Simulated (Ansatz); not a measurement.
Input and command of a calculation in Ansatz (plane waves; scalar-relativistic PAW potentials unless the input names others):

```yaml
crystal:
  lattice:
    - [7.90500776, 0.0, 0.0]
    - [-3.95250388, 6.84593754, 0.0]
    - [0.0, 0.0, 5.00147317]
  atoms:
    - { symbol: Li, position: [0.3333333333, 0.6666666667, 0.5] }
    - { symbol: Li, position: [0.6666666667, 0.3333333333, 0.5] }
    - { symbol: Pt, position: [0.0, 0.0, 0.0] }
basis:
  ecutwfc: 500
kpoints:
  mp_grid: { grid: [12, 12, 16] }
hamiltonian:
  xc: r2scan
scf:
  occupations: { method: gaussian, width: 0.1 }
  max_iter: 60
output:
  forces: true
  eigenvalues: true
  stress: true
```

```bash
ansatz run input.yaml --threads 1 --pin off --max-ram 2560MiB --backend cpu --events-out ev --progress --plain --runs-dir out
```

Abridged log:
```
Basis set: ecut = 500 eV, 6817 PW (Γ), exchange–correlation on 240×240×160 points (64 copies of the dense FFT grid, shifted against one another)
Bands: 16, of which v1, the nominal top of the filled ones, is band 12 counted from 1 (11 counted from 0)
Symmetry: 24 space group operations
k-points: 171 of 2304
SCF iter   1: F=—  HF=-12942.260896 eV  |F-HF|=—  |Δ(HF+E_count)|=         —  Δρ=2.76e-2  dr2=1.12e1  dr2_τ=2.83e-1  ethr=1.77e-3  ⟨swp⟩=4.8  Hψ=12546  notcnv=0
SCF iter   2: F=—  HF=-12940.523887 eV  |F-HF|=—  |Δ(HF+E_count)|=    1.74e0  Δρ=4.54e-2  dr2=1.20e1  dr2_τ=1.52e0  ethr=1.77e-3  ⟨swp⟩=3.7  Hψ=8944  notcnv=0
SCF iter   3: F=—  HF=-12940.229067 eV  |F-HF|=—  |Δ(HF+E_count)|=   2.95e-1  Δρ=1.01e-2  dr2=2.11e0  dr2_τ=1.52e-1  ethr=1.77e-3  ⟨swp⟩=2.2  Hψ=6443  notcnv=0
SCF iter   4: F=—  HF=-12940.626450 eV  |F-HF|=—  |Δ(HF+E_count)|=   3.97e-1  Δρ=4.03e-2  dr2=1.19e1  dr2_τ=5.10e-1  ethr=1.77e-3  ⟨swp⟩=2.1  Hψ=5658  notcnv=0  recentre
SCF iter   5: F=—  HF=-12940.354177 eV  |F-HF|=—  |Δ(HF+E_count)|=   2.72e-1  Δρ=2.87e-2  dr2=5.33e0  dr2_τ=2.40e-1  ethr=1.77e-3  ⟨swp⟩=2.5  Hψ=5215  notcnv=0
SCF iter   6: F=—  HF=-12940.094704 eV  |F-HF|=—  |Δ(HF+E_count)|=   2.59e-1  Δρ=2.24e-3  dr2=4.66e-2  dr2_τ=3.08e-2  ethr=1.77e-3  ⟨swp⟩=2.0  Hψ=4781  notcnv=0
SCF iter   7: F=—  HF=-12940.110022 eV  |F-HF|=—  |Δ(HF+E_count)|=   1.53e-2  Δρ=2.23e-3  dr2=4.70e-2  dr2_τ=7.31e-4  ethr=1.94e-4  ⟨swp⟩=2.0  Hψ=5311  notcnv=0
SCF iter   8: F=—  HF=-12940.111623 eV  |F-HF|=—  |Δ(HF+E_count)|=   1.60e-3  Δρ=2.24e-3  dr2=5.17e-2  dr2_τ=1.10e-3  ethr=1.94e-4  ⟨swp⟩=2.0  Hψ=3349  notcnv=0
SCF iter   9: F=—  HF=-12940.108975 eV  |F-HF|=—  |Δ(HF+E_count)|=   2.65e-3  Δρ=6.59e-4  dr2=2.77e-3  dr2_τ=1.96e-4  ethr=1.94e-4  ⟨swp⟩=1.0  Hψ=2736  notcnv=0
SCF iter  10: F=—  HF=-12940.108866 eV  |F-HF|=—  |Δ(HF+E_count)|=   1.09e-4  Δρ=2.09e-4  dr2=1.25e-4  dr2_τ=1.54e-6  ethr=1.15e-5  ⟨swp⟩=1.0  Hψ=2741  notcnv=0
SCF iter  11: F=—  HF=-12940.108867 eV  |F-HF|=—  |Δ(HF+E_count)|=   1.05e-6  Δρ=9.14e-5  dr2=7.47e-5  dr2_τ=1.87e-6  ethr=5.22e-7  ⟨swp⟩=2.0  Hψ=3185  notcnv=0
SCF iter  12: F=—  HF=-12940.108774 eV  |F-HF|=—  |Δ(HF+E_count)|=   9.32e-5  Δρ=1.50e-5  dr2=6.13e-7  dr2_τ=5.86e-8  ethr=3.11e-7  ⟨swp⟩=1.0  Hψ=2736  notcnv=0
SCF iter  13: F=—  HF=-12940.108774 eV  |F-HF|=—  |Δ(HF+E_count)|=   2.89e-7  Δρ=1.67e-5  dr2=1.20e-6  dr2_τ=4.76e-8  ethr=2.55e-9  ⟨swp⟩=2.0  Hψ=3784  notcnv=0
SCF iter  14: F=-12940.108774 eV  HF=-12940.108774 eV  |F-HF|=1.25e-8  |Δ(HF+E_count)|=   5.67e-8  Δρ=1.95e-6  dr2=1.73e-8  dr2_τ=1.78e-9  ethr=4.17e-10  ⟨swp⟩=3.1  Hψ=9897  notcnv=0
the search or the solves at the SCF's close seem to have found levels that the self-consistency loop had missed (the run counts 2). By its estimate they hold under 1e-12 electrons; where the run keeps them, the occupations were computed again with them
SCF 1 converged in 14 iterations: F = -12940.108774 eV  dr2 = 1.73e-8
SCF converged after 14 iterations
Free energy (F): -12940.108774 eV
Harris-Foulkes:  -12940.108774 eV  (|F-HF|=1.25e-8)
Internal energy: -12940.075833 eV  (E = F + TS)
E sigma→0 (E₀):  -12940.092303 eV
Entropy (-TS):   -0.032941 eV (-10.980 meV/atom)
Fermi energy:    -1.124334 eV
--- Forces (eV/Å), atoms counted from 1 ---
  atom   1  Li     0.00000000     0.00000000     0.00000000
  atom   2  Li     0.00000000     0.00000000     0.00000000
  atom   3  Pt     0.00000000     0.00000000     0.00000000
--- Stress (GPa, compression-positive) ---
       -2.303187       0.000000       0.000000
        0.000000      -2.303187       0.000000
        0.000000       0.000000      -1.657133
  P = ⅓ Tr σ = -2.0878 GPa (-20.878 kbar)
```

Question: The run was meant for a cell not far from equilibrium. Find the fault.

Answer: The fault is a lattice typed in bohr (lattice vectors times 1.890). Setting it back cures it. The run converged all the same, with an energy at zero smearing 2.9 eV/atom above the reference's, pressure -2.09 GPa, largest force 0.000 eV/Å, no gap on the mesh, so convergence alone doesn't show that an input is right. A reference run of the cell with lattice vectors 4.1832 0.0000 0.0000; -2.0916 3.6227 0.0000; 0.0000 0.0000 2.6467 Å and the atoms in their places converged with pressure -0.02 GPa, largest force 0.000 eV/Å, no gap on the mesh.

Time: 110 s on 1 thread of Arm Neoverse V2 (shared host), peak memory 1.4 GiB.